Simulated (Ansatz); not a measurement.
A: CaF$_{2}$ (fluorite), a = b = c = 5.511 Å, α = β = γ = 90.00°
B: HgSe (zinc blende), a = 6.260 Å, b = 6.260 Å, c = 6.260 Å, α = 90.00°, β = 90.00°, γ = 90.00°
C: NaF (rock salt), a = 4.702 Å, b = 4.702 Å, c = 4.702 Å, α = 90.00°, β = 90.00°, γ = 90.00°

Scan: energy over volume and axial ratio (atoms clamped). One method and one kind of scan serve all of them; meshes and ranges differ. All were relaxed with their symmetry unable to fall. At this level the bands of HgSe touch or barely overlap. Spin-orbit coupling is left out. The relaxed volume of HgSe is well above the measured one; the method has no dispersion term. The relaxed volume of NaF is well above the measured one; the method has no dispersion term.

### Question
Rank these by shear modulus C′ = (C11 − C12)/2 (fitted) (highest first), as PBE (plane waves to 420 eV, PAW, scalar-relativistic; Ansatz, a program for electronic structure) gives it.

### Answer
A (57 GPa), C (34 GPa), B (7 GPa)

(Under strain, the slope of the energy per volume gives the stress and its curvature an elastic modulus.)
